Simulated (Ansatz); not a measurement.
Cs2AgBiBr6 in the elpasolite structure, relaxed with r2SCAN in the plane-wave code Ansatz: the symmetry is Fm-3m (No. 225, cubic); a = 11.345 Å in the conventional setting, 36.51 Å³ an atom. Around Cs lie 12 Br at 4.01 Å; around Ag lie 6 Br at 2.82 Å; around Bi lie 6 Br at 2.86 Å; around Br lie 1 Ag at 2.82 Å and 1 Bi at 2.86 Å and 4 Cs at 4.01 Å. The primitive cell holds 10 atoms in 365.09 Å³. Spin-unpolarised throughout. Whether this structure exists isn't addressed.

Computed values: PBE gives a gap of 1.28 eV and PBE0 (25 % exact exchange) 2.82 eV; one over PBE's mean ε∞ is 0.199. HSE06 (2×2×2) gives a least gap of 2.15 eV and a least direct gap of 3.21 eV. r2SCAN's ε∞ is 4.48.

(1) What is the density?

(2) Taking the gap as linear in the share of unscreened exchange, estimate the gap of the hybrid whose share is 1/ε∞.

(3) At what wavelength does absorption set in by HSE06, excitons left aside?

(4) What refractive index and reflectivity at normal incidence follow, below the gap and above the phonons?

## Answers

(1) The cell holds 2 Cs, 1 Ag, 1 Bi, 6 Br: M = 2×132.905 + 1×107.868 + 1×208.980 + 6×79.904 = 1062.08 u in V = 365.09 Å³. ρ = 1.66054 × M/V = 1.66054 × 1062.08/365.09 = 4.831 g/cm³, for the static r2SCAN lattice.

(2) The slope is (2.82 − 1.28)/0.25 = 6.16 eV per unit share, so E_g ≈ 1.28 + 6.16 × 0.199 = 2.51 eV. The run with that share gives 2.49 eV (2×2×2 mesh), -0.02 eV from the straight line.

(3) λ = 1239.84 eV nm/E: 577 nm for the least gap, where it needs phonons and is weak, and 386 nm for direct transitions.

(4) n = √4.48 = 2.117; R = ((n − 1)/(n + 1))² = (1.117/3.117)² = 12.8 % a face.

Spin-orbit coupling is left out; in compounds of Pb, Bi, Tl or Hg it can lower a gap by up to about 1 eV, split its edges or invert the bands.

The meshes of the hybrids are coarse, so their gaps aren't converged to the digits shown.
